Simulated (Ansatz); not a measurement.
CaSnO3 (space group R-3)

```
CaSnO3
1.0
    2.72681     1.57433     5.00652
   -2.72681     1.57433     5.00652
    0.00000    -3.14865     5.00652
Ca Sn O
2 2 6
Direct
  0.63790   0.63790   0.63790
  0.36210   0.36210   0.36210
  0.84657   0.84657   0.84657
  0.15343   0.15343   0.15343
  0.96524   0.55580   0.21016
  0.03476   0.44420   0.78984
  0.21016   0.96524   0.55580
  0.78984   0.03476   0.44420
  0.55580   0.21016   0.96524
  0.44420   0.78984   0.03476
```

The slice is a (0001) plane (indices of the conventional cell) through the point (0.153, 0.153, 0.153) (fractional), spanned by u = [1 0 -1] and v = [-1 2 -1] in vectors of this cell: u (5.45 Å) and v (9.45 Å, at 90° to u). It covers one period; positions are fractions (u, v).

Method: LDA (plane waves to 420 eV, PAW, scalar-relativistic; Ansatz, a first-principles code). k mesh 7×7×7. Inside the PAW spheres the values are not all-electron values, and peaks at nuclei hang on which shells count as valence. CaSnO3 was relaxed with its symmetry unable to fall.

Task: Predict the map of the electrostatic potential energy of an electron, from the cell's mean on the slice.

Result: 
| v \ u | 0.00 | 0.12 | 0.25 | 0.38 | 0.50 | 0.62 | 0.75 | 0.88 |
|---|---|---|---|---|---|---|---|---|
| 0.96 | x | x | 3.2 | 4.3 | 2.1 | 4.0 | 2.7 | x |
| 0.86 | 3.0 | 4.7 | 3.2 | x | x | x | 3.7 | 4.8 |
| 0.75 | 7.5 | 8.0 | 6.4 | <0.0 | x | <0.0 | 6.4 | 7.8 |
| 0.64 | 6.7 | 7.4 | 7.4 | 4.6 | 2.4 | 4.1 | 7.9 | 7.5 |
| 0.54 | 7.8 | 7.9 | 3.9 | x | x | x | 3.7 | 7.6 |
| 0.43 | <0.0 | <0.0 | 3.9 | <0.0 | x | <0.0 | 3.9 | <0.0 |
| 0.32 | x | x | 3.9 | 7.0 | 6.7 | 6.9 | 3.4 | x |
| 0.21 | <0.0 | 2.7 | 7.5 | 7.6 | 7.0 | 7.7 | 7.2 | 3.0 |
| 0.11 | <0.0 | 0.0 | 7.0 | 7.6 | 7.2 | 7.7 | 6.7 | <0.0 |
| 0.00 | x | x | 2.9 | 6.7 | 6.4 | 6.2 | 2.8 | x |

Values: electrostatic potential energy of an electron, from the cell's mean, in eV. Points within 0.9 Å of a nucleus are blanked (x), as the pseudised field means little there. Values under 0 eV are set to 0. The zero, the cell's mean, hangs on the PAW cores.
